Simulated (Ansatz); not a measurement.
Zr$_{5}$Ge$_{4}$:
```cif
data_Ge16Zr20
_chemical_formula_sum 'Zr20 Ge16'
_space_group_name_H-M_alt 'P 1'
_space_group_IT_number 1
_cell_length_a 7.25642
_cell_length_b 7.25642
_cell_length_c 13.20608
_cell_angle_alpha 90.000
_cell_angle_beta 90.000
_cell_angle_gamma 90.000
loop_
_space_group_symop_operation_xyz
  'x, y, z'
loop_
_atom_site_label
_atom_site_type_symbol
_atom_site_fract_x
_atom_site_fract_y
_atom_site_fract_z
_atom_site_occupancy
Zr1 Zr 0.82860 0.17140 0.75000 1
Zr2 Zr 0.32860 0.32860 0.00000 1
Zr3 Zr 0.17140 0.82860 0.25000 1
Zr4 Zr 0.67140 0.67140 0.50000 1
Zr5 Zr 0.99925 0.34477 0.53087 1
Zr6 Zr 0.15523 0.49925 0.78087 1
Zr7 Zr 0.00075 0.65523 0.03087 1
Zr8 Zr 0.84477 0.50075 0.28087 1
Zr9 Zr 0.49925 0.15523 0.21913 1
Zr10 Zr 0.65523 0.00075 0.96913 1
Zr11 Zr 0.50075 0.84477 0.71913 1
Zr12 Zr 0.34477 0.99925 0.46913 1
Zr13 Zr 0.50181 0.34627 0.62314 1
Zr14 Zr 0.15373 0.00181 0.87314 1
Zr15 Zr 0.49819 0.65373 0.12314 1
Zr16 Zr 0.84627 0.99819 0.37314 1
Zr17 Zr 0.00181 0.15373 0.12686 1
Zr18 Zr 0.65373 0.49819 0.87686 1
Zr19 Zr 0.99819 0.84627 0.62686 1
Zr20 Zr 0.34627 0.50181 0.37686 1
Ge1 Ge 0.64094 0.29905 0.42193 1
Ge2 Ge 0.20095 0.14094 0.67193 1
Ge3 Ge 0.35906 0.70095 0.92193 1
Ge4 Ge 0.79905 0.85906 0.17193 1
Ge5 Ge 0.14094 0.20095 0.32807 1
Ge6 Ge 0.70095 0.35906 0.07807 1
Ge7 Ge 0.85906 0.79905 0.82807 1
Ge8 Ge 0.29905 0.64094 0.57807 1
Ge9 Ge 0.69750 0.03921 0.56622 1
Ge10 Ge 0.46079 0.19750 0.81622 1
Ge11 Ge 0.30250 0.96079 0.06622 1
Ge12 Ge 0.53921 0.80250 0.31622 1
Ge13 Ge 0.19750 0.46079 0.18378 1
Ge14 Ge 0.96079 0.30250 0.93378 1
Ge15 Ge 0.80250 0.53921 0.68378 1
Ge16 Ge 0.03921 0.69750 0.43378 1
```

Relaxed with r²SCAN.

Task: Which orbitals make up the states near the Fermi level in plane-wave PAW r²SCAN (Ansatz code)?

Result: Within 0.5 eV of the Fermi level: Zr 4d 86 %, Ge 4p 9 %. Projections are on Löwdin-orthogonalised atomic valence shells; empty p or d shells of many metals are not among them.

Task: Tabulate the density of states.

Result: States/eV per cell of 36 atoms, in 0.25 eV bins, energy from the Fermi level.

```
E (eV)  total  Zr 4d  Ge 4p  Zr 5s
------  -----  -----  -----  -----
-7.85    6.65   1.23   0.45   0.30
-7.60    0.00   0.00   0.00   0.00
-7.35    0.00   0.00   0.00   0.00
-7.10    0.00   0.00   0.00   0.00
-6.85    0.00   0.00   0.00   0.00
-6.60    0.00   0.00   0.00   0.00
-6.35    0.00   0.00   0.00   0.00
-6.10    0.00   0.00   0.00   0.00
-5.85    0.00   0.00   0.00   0.00
-5.60    0.00   0.00   0.00   0.00
-5.35    0.00   0.00   0.00   0.00
-5.10    0.10   0.02   0.05   0.02
-4.85   12.66   3.02   6.68   2.17
-4.60   22.46   5.85  11.73   3.33
-4.35   12.61   3.63   6.41   1.56
-4.10   14.36   4.36   7.24   1.60
-3.85   14.32   4.46   7.51   1.27
-3.60   16.63   5.20   9.05   1.28
-3.35   16.16   5.42   8.79   1.01
-3.10   23.20   8.12  12.85   1.09
-2.85   26.81  10.08  14.43   1.08
-2.60   35.47  15.16  18.22   0.79
-2.35   34.88  16.21  16.87   0.60
-2.10   40.37  18.97  19.45   0.46
-1.85   26.41  12.23  12.91   0.30
-1.60   16.55   8.56   7.28   0.16
-1.35   11.68   7.30   3.80   0.14
-1.10   27.14  20.11   5.49   0.45
-0.85   23.22  18.05   3.90   0.24
-0.60   28.09  24.29   2.35   0.33
-0.35   26.64  23.38   1.96   0.29
-0.10   20.50  17.64   1.75   0.32
0.15    14.77  12.47   1.45   0.24
0.40    11.60   9.59   1.32   0.18
0.65     5.51   4.58   0.62   0.08
0.90    13.36  11.09   1.44   0.22
1.15    18.35  14.90   2.16   0.35
1.40    20.66  16.82   2.28   0.43
1.65    26.14  21.50   2.63   0.58
1.90    32.21  26.61   3.12   0.71
2.15    34.52  28.65   3.11   0.77
2.40    28.18  23.72   2.19   0.62
2.65    34.02  28.67   2.59   0.70
2.90    38.47  31.22   3.17   1.02
```

Space group P4_12_12. The workflow started from a Materials Project entry (that database holds measured and hypothetical structures alike); the Crystallography Open Database copy checked does not list it. Its standing as an ambient phase is unchecked. The r²SCAN relaxation kept the symmetry of its start; whether a distortion lowers the energy is not shown. No spin polarisation was allowed. Scalar-relativistic: spin–orbit coupling is off unless named, which matters more the heavier the elements.

Potentials: the later of the program's two PAW sets.
